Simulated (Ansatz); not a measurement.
Data:

SbSI:
```
SbSI
1.0
    8.29250     0.00000     0.00000
    0.00000     4.01389     0.00000
    0.00000     0.00000     9.93680
Sb S I
4 4 4
Direct
  0.62752   0.75000   0.37563
  0.37248   0.25000   0.62437
  0.87248   0.25000   0.87563
  0.12752   0.75000   0.12437
  0.84099   0.75000   0.04877
  0.15901   0.25000   0.95123
  0.65901   0.25000   0.54877
  0.34099   0.75000   0.45123
  0.01113   0.75000   0.66918
  0.98887   0.25000   0.33082
  0.48887   0.25000   0.16918
  0.51113   0.75000   0.83082
```

This is the LDA-relaxed structure. Tensor components refer to the Cartesian frame of this cell.

Question: All from LDA in the plane-wave PAW code Ansatz, unless another level is named. Predict the smallest direct gap on the standard path.

Answer: 1.52 eV.

Question: What about the HSE06 gap on the LDA cell?

Answer: 2.14 eV.

Question: What about the electron effective mass?

Answer: 0.17, 0.25, 0.85 mₑ (principal values).

Question: Predict the formation energy from the elements (no fitted shifts).

Answer: -0.35 eV/atom.

Question: And the weight of the conduction-edge state by species (Voronoi cells)?

Answer: Sb 56 %, I 22 %, S 22 %.

Question: Give the valence-band maximum.

Answer: on the Y–Γ line, 58 % of the way from Y (k = 0.000, 0.208, 0.000).

Space group Pnma. The first step of the workflow began from a Materials Project structure, measured or hypothetical; the Crystallography Open Database files this formula in space group No. 62, but the cells were not matched. Whether it is the stable phase at ambient conditions was not checked. The LDA relaxation kept the symmetry of its start; whether a distortion lowers the energy is not shown. A crystal of weakly bound chains computed without a dispersion correction: the cell and the soft elastic constants depend strongly on that. The references are the lowest solids computed at this level, not always the standard phases. Scalar-relativistic: spin–orbit coupling is off unless named, which matters more the heavier the elements.

Potentials: the later of the program's two PAW sets.
